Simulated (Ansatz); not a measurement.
HfO$_{2}$ (fluorite)

```cif
data_HfO2
_chemical_formula_sum 'Hf1 O2'
_space_group_name_H-M_alt 'P 1'
_space_group_IT_number 1
_cell_length_a 3.60492
_cell_length_b 3.60492
_cell_length_c 3.60492
_cell_angle_alpha 60.000
_cell_angle_beta 60.000
_cell_angle_gamma 60.000
loop_
_space_group_symop_operation_xyz
  'x, y, z'
loop_
_atom_site_label
_atom_site_type_symbol
_atom_site_fract_x
_atom_site_fract_y
_atom_site_fract_z
_atom_site_occupancy
Hf1 Hf 0.00000 0.00000 0.00000 1
O1 O 0.25000 0.25000 0.25000 1
O2 O 0.75000 0.75000 0.75000 1
```

E(V) scan at fixed shape, V₀ the volume above. Symmetry pins the atoms to their sites.

These are PBE (plane waves to 420 eV, PAW, scalar-relativistic; Ansatz, a program for electronic structure) values and carry that method's errors. k mesh 11×11×11 (Γ-centred), Fermi-Dirac smearing 0.05 eV. Energies are smeared free energies. Stress and pressure are positive under compression. HfO2 is run without spin polarisation. HfO2 was relaxed with its symmetry unable to fall. Spin-orbit coupling is left out, though Hf is heavy. The PAW data are Ansatz's earlier set. This is a high-temperature form of HfO2. The zero of ΔE is the relaxed starting cell.

```json
[
 {"V/V₀": "0.900", "ΔE (eV/atom)": "0.1018", "P (GPa)": "32.4"},
 {"V/V₀": "0.925", "ΔE (eV/atom)": "0.0546", "P (GPa)": "22.6"},
 {"V/V₀": "0.950", "ΔE (eV/atom)": "0.0232", "P (GPa)": "14.1"},
 {"V/V₀": "0.975", "ΔE (eV/atom)": "…", "P (GPa)": "6.6"},
 {"V/V₀": "1.000", "ΔE (eV/atom)": "0.0000", "P (GPa)": "0.0"},
 {"V/V₀": "1.025", "ΔE (eV/atom)": "…", "P (GPa)": "-5.8"},
 {"V/V₀": "1.050", "ΔE (eV/atom)": "…", "P (GPa)": "-10.8"},
 {"V/V₀": "1.075", "ΔE (eV/atom)": "…", "P (GPa)": "-15.3"},
 {"V/V₀": "1.100", "ΔE (eV/atom)": "0.0718", "P (GPa)": "-19.2"}
]
```

**Question.** Complete the blanks.

**Answer.** 
- 0.975, ΔE (eV/atom): 0.0056
- 1.025, ΔE (eV/atom): 0.0051
- 1.050, ΔE (eV/atom): 0.0195
- 1.075, ΔE (eV/atom): 0.0420

(A scan under strain: stresses follow from slopes of the energy per volume, elastic moduli from its curvatures.)
